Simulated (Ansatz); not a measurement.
Li:
```yaml
crystal:
  lattice:
    - [0.00000, 2.18829, 2.18829]
    - [2.18829, 0.00000, 2.18829]
    - [2.18829, 2.18829, 0.00000]
  atoms:
    - { symbol: Li, position: [0.00000, 0.00000, 0.00000] }
```

Relaxed with r²SCAN. Special points in fractions of this cell's reciprocal vectors: Γ (0.000, 0.000, 0.000); X (0.500, 0.000, 0.500); U (0.625, 0.250, 0.625); K (0.375, 0.375, 0.750); L (0.500, 0.500, 0.500); W (0.500, 0.250, 0.750).

**Question.** List the band energies nearest the Fermi level at these points for r²SCAN in the plane-wave PAW code Ansatz.

**Answer.** In eV from the Fermi level; about four levels below and three above (degenerate sets whole), none deeper than 8.9 eV; … stands for higher levels left out; points with the same levels are listed once.

```
k  below   above
-  -----  ------
Γ  -3.85       …
X      –  1.70 …
U      –  2.74 …
L      –  0.04 …
W      –       …
```

Space group Fm-3m (fcc (Cu type)). The first step of the workflow began from a Materials Project structure, measured or hypothetical; the Crystallography Open Database files this formula in space group No. 225, but the cells were not matched. It is not the phase usual at ambient conditions (space group No. 229). The cell was relaxed with r²SCAN under the symmetry of its start; its stability against distortions is not shown here.

Potentials: the later of the program's two PAW sets.
